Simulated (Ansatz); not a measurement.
The elements of this relaxed trial crystal are hidden behind letters.

```
lattice vectors (Å)
   5.3860    0.0000    0.0000
  -2.6930    4.6644    0.0000
   0.0000    0.0000    4.7407
fractional positions
X 0.5165 0.0000 0.5000
X 0.0000 0.5165 0.5000
X 0.4835 0.4835 0.5000
X 0.3236 0.0000 0.0000
X 0.0000 0.3236 0.0000
X 0.6764 0.6764 0.0000
Z 0.0000 0.0000 0.5000
```

Level of theory: DFT PBE, scalar-relativistic, plane waves, PAW in Ansatz. Settings of the last relaxation (7-atom cell): 420 eV, 6×6×8 k points, Gaussian smearing of 0.10 eV, no spin polarisation.

```
Space group                              : P-62m (No. 189)
Conventional cell                        : a = 5.386 Å, c = 4.741 Å
Volume per atom                          : 17.01 Å³
Density                                  : 5.02 g/cm³
Formation energy                         : +0.03 eV/atom
Gap on the 6×6×8 mesh of the 7-atom cell : 0 eV (a metal)
```

Energies are uncorrected and count from the elements' standard states at the same level.

Problem. X is a d-block element of period 4 and Z is a p-block element of period 4. Which elements are they?

Solution. X = Ti, Z = Ge, so the formula is Ti6Ge. Density times volume gives a mean mass of 5.02 × 17.01/1.6605 = 51.4 u per atom, and this set has 51.4 u. Among the elements that the hints allow, noble gases aside, only these give it. Ti on its first site is surrounded by 6 Ti at 2.59–2.70 Å, 1 Ge at 2.60 Å, 1 Ge at 2.78 Å and 4 Ti at 3.30 Å; around Ti on its second site lie 2 Ti at 2.59 Å, 2 Ge at 2.94 Å and 10 Ti at 3.02–3.30 Å; Ge has 3 Ti at 2.60 Å, 3 Ti at 2.78 Å and 6 Ti at 2.94 Å.

The cell is a metal run without spin; a magnetic state may lie lower. A later test with randomly moved atoms led to a structure 229 meV/atom lower, so this end is a saddle point or a shallow minimum. Another cell of the same search, in C2, lies 229 meV/atom lower, so this cell isn't the stable form at this level.
